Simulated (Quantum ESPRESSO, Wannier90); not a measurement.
# Tight-binding from DFT: Li₃BrO (anti-perovskite)

```xyz
5
Lattice="3.9486 0.0000 0.0000 0.0000 3.9486 0.0000 0.0000 0.0000 3.9486" Properties=species:S:1:pos:R:3 pbc="T T T"
Li     1.9743     0.0000     0.0000
Li     0.0000     1.9743     0.0000
Li     0.0000     0.0000     1.9743
Br     1.9743     1.9743     1.9743
O      0.0000     0.0000     0.0000
```

Cell from Materials Project (mp-28593), symmetrised, no further relaxation. COD (Crystallography Open Database) has an entry of this formula and space group (matched by these alone). Level: PBEsol, spinors with spin-orbit coupling; pw.x of Quantum ESPRESSO at 68 Ry with PseudoDojo potentials, 6×6×6 k-points, Wannier90. Density: 8×8×8 mesh, Gaussian smearing 0.01 Ry.

A tight-binding model is made by disentanglement and projection with no localisation steps (num_iter = 0), so the 40 orbitals stay atom-like: hydrogen-like Li: s;p; Br: s;p; O: s;p, axes along x, y, z; frozen window up to 5.78 eV relative to the valence-band maximum. It follows pw.x to 4.9 meV rms for states up to 5.3 eV relative to the valence-band maximum. Matrix elements depend on this choice of orbitals and windows.

The 20 largest hoppings ⟨m,0|H|n,R⟩ between different sites (one of each Hermitian pair; signs follow the real orbitals' lobes; the list may end inside a set of equal values):

```
m              n      R  distance of the centres (Å)  t (eV)  Im t (eV)
-------  -------  -----  ---------------------------  ------  ---------
O5 pz↑   Li3 pz↑  0 0 0                         1.97   2.772      0.000
O5 pz↓   Li3 pz↓  0 0 0                         1.97   2.772      0.000
O5 px↑   Li1 px↑  0 0 0                         1.97   2.772      0.000
O5 px↓   Li1 px↓  0 0 0                         1.97   2.772      0.000
O5 py↑   Li2 py↑  0 0 0                         1.97   2.772      0.000
O5 py↓   Li2 py↓  0 0 0                         1.97   2.772      0.000
Li3 pz↑   O5 pz↑  0 0 1                         1.97   2.772      0.000
Li3 pz↓   O5 pz↓  0 0 1                         1.97   2.772      0.000
Li2 py↑   O5 py↑  0 1 0                         1.97   2.772      0.000
Li2 py↓   O5 py↓  0 1 0                         1.97   2.772      0.000
Li1 px↑   O5 px↑  1 0 0                         1.97   2.772      0.000
Li1 px↓   O5 px↓  1 0 0                         1.97   2.772      0.000
O5 s↑    Li2 py↑  0 0 0                         1.97   2.386      0.000
Li2 py↑    O5 s↑  0 1 0                         1.97  -2.386      0.000
O5 s↑    Li1 px↑  0 0 0                         1.97   2.386      0.000
O5 s↑    Li3 pz↑  0 0 0                         1.97   2.386      0.000
O5 s↓    Li1 px↓  0 0 0                         1.97   2.386      0.000
O5 s↓    Li2 py↓  0 0 0                         1.97   2.386      0.000
O5 s↓    Li3 pz↓  0 0 0                         1.97   2.386      0.000
Li3 pz↑    O5 s↑  0 0 1                         1.97  -2.386      0.000
```
